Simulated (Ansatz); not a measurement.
# Ni (hcp): energy against volume

The calculation used DFT, PBEsol, plane waves (420 eV) with PAW, scalar-relativistic in Ansatz 0.2.0. (PAW data from PBE, frozen cores regenerated.)

The cell is scaled uniformly from the relaxed one, with fractional coordinates and shape fixed. Energies are extrapolated to zero smearing, pressures are those at the given smearing. Magnetic state: ferromagnetic.

A Birch-Murnaghan fit gives V₀ = 10.41 Å³/atom, B₀ = 229 GPa, B₀′ = 4.8.

Task: What are the energy above the minimum and the pressure at 9.997 Å³/atom?

Result: 12.9 meV/atom and 10.43 GPa as computed.

Task: What are the energy above the minimum and the pressure at 10.830 Å³/atom?

Result: 11.0 meV/atom and -8.04 GPa as computed.

Task: What are the energy above the minimum and the pressure at 11.663 Å³/atom?

Result: 85.9 meV/atom and -19.59 GPa as computed.
